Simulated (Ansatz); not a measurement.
## EuSe2, relaxed from a fluorite start to space group R-3m (read at 0.02 Å)

Method: PBE, scalar-relativistic; collinear spin; PAW, 420 eV, Γ-centred 8×8×4 mesh, 0.05 eV Gaussian smearing; code Ansatz; PAW files: Ansatz's generated set soft_2.

```xyz
6
Lattice="0.0000 3.4852 3.4852 3.4852 0.0000 3.4852 7.0266 7.0266 -0.0563" Properties=species:S:1:pos:R:3 pbc="T T T"
Eu    0.0000    0.0000    0.0000
Se    1.7535    1.7535    1.7316
Se    5.2449    5.2449    5.2106
Eu    3.5133    3.5133   -0.0281
Se    5.2668    5.2668    1.7035
Se    8.7582    8.7582    5.1824
```

The start was a prototype's sites filled with these elements, not a measured cell.

Magnetic state: antiferromagnetic, site spin moments Eu 6.48, -6.48; Se -0.13, 0.13 μB.

The geometry was relaxed with PBE to a residual pressure of -0.1 GPa and stays fixed; the gap of the first row includes a band path, the others are on their meshes. A negative pressure means that the level wants a smaller cell.

```csv
level,k-mesh,gap (eV),P (GPa),largest spin moment (μB),f electrons (Löwdin),rough cost (core-min)
PBE,8×8×4,metal,-0.1,6.48,6.62,–
```

Question: One more run on this cell gave a gap of zero (metallic), a pressure of -0.5 GPa, a largest spin moment of 6.51 μB. Which level was it?
A. r²SCAN (8×8×4, 500 eV)
B. PBEsol (8×8×4)
C. LDA (8×8×4)

Answer: A.

Question: One more run on this cell gave a gap of zero (metallic), a pressure of -2.9 GPa, a largest spin moment of 6.47 μB. Which level was it?
A. r²SCAN (8×8×4, 500 eV)
B. PBEsol (8×8×4)
C. LDA (8×8×4)

Answer: B.

The levels offered and not asked for:
```json
{"level": "LDA", "k-mesh": "8×8×4", "gap (eV)": "metal", "P (GPa)": "-4.6", "largest spin moment (μB)": "6.47", "f electrons (Löwdin)": "6.62", "rough cost (core-min)": "–"}
```

**Reading the ladder.**

The pressures rise from LDA over PBEsol to PBE. The gradient terms favour an uneven density and so weaken the binding; PBEsol's are smaller than PBE's, and LDA has none.

No row holds spin–orbit coupling, which matters for elements this heavy.

Without a U the 4f levels of Eu lie too near the Fermi level, so their share of the states there, and what hangs on it, is overstated.

Levels after the first row that show no cost went on from its state.

Pressures are a third of the stress tensor's trace; costs are rough, on shared cores.
